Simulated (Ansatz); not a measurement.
LaN:
```xyz
2
Lattice="0.0000 2.7733 2.7733 2.7733 0.0000 2.7733 2.7733 2.7733 0.0000" Properties=species:S:1:pos:R:3 pbc="T T T"
N      1.3866     1.3866     1.3866
La     0.0000     0.0000     0.0000
```

PBEsol (plane waves, PAW; program Ansatz) gives a gap of 1.07 eV without spin–orbit coupling, maximum at X, minimum at Γ.

Problem. What happens when spin–orbit coupling is switched on?

Solution. The gap drops by 0.10 eV, to 0.97 eV; maximum at X, minimum at Γ.

Problem. Give the electron effective mass with spin–orbit coupling.

Solution. 0.39 mₑ (isotropic).

Problem. Give the hole effective mass with spin–orbit coupling.

Solution. 0.69, 1.00, 1.00 mₑ (principal values).

Space group F-43m (zinc blende). The start of the workflow was typed in or built on a structure type; neither database checked (COD, Materials Project) lists it. COD files the formula under space group No. 225. Whether it is the stable phase at ambient conditions was not checked. The cell was relaxed with PBEsol under the symmetry of its start; its stability against distortions is not shown here.

Potentials: the earlier of the program's two PAW sets. The files were generated under PBE; for other functionals the program regenerates the frozen cores, and for LDA and PBEsol the local potential too.
